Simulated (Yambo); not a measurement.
G0W0@LDA for SrAgSF (space group P4/nmm, No. 129) in Yambo. Reference settings: 4×4×1 Γ-centred k mesh, bands 9 to 181 and a 6 Ry block in the screening, 181 bands in G with the Bruneval-Gonze terminator, plasmon pole fitted at 27.2 eV. The LDA gap Γ → Γ on this mesh is 1.01 eV; G0W0 gaps are taken between the same points.

With and without the terminator, as bands are cut:

```csv
bands in G (in W),"gap, terminator (eV)","gap, none (eV)","valence shift, terminator (eV)","valence shift, none (eV)"
61 (61),2.683,2.621,-0.220,0.198
83 (83),2.422,2.357,-0.376,-0.016
111 (111),2.309,2.244,-0.486,-0.202
146 (146),2.248,2.186,-0.565,-0.336
181 (181),2.222,2.159,-0.616,-0.422
```

Over this range the gap spans 0.461 eV with the terminator and 0.462 eV without, the valence shift 0.396 eV and 0.620 eV. Neither column has reached its limit for certain.

Spin-orbit coupling is not included.

Geometry of the Materials Project entry, not relaxed at this level; primitive cell a = 4.109 Å, b = 4.109 Å, c = 9.130 Å, α = 90.00°, β = 90.00°, γ = 90.00°.

The structure is a Materials Project entry; no match was found in the copy of COD used, and its stability was not checked.

A shift is the quasiparticle energy of the state minus its LDA energy.
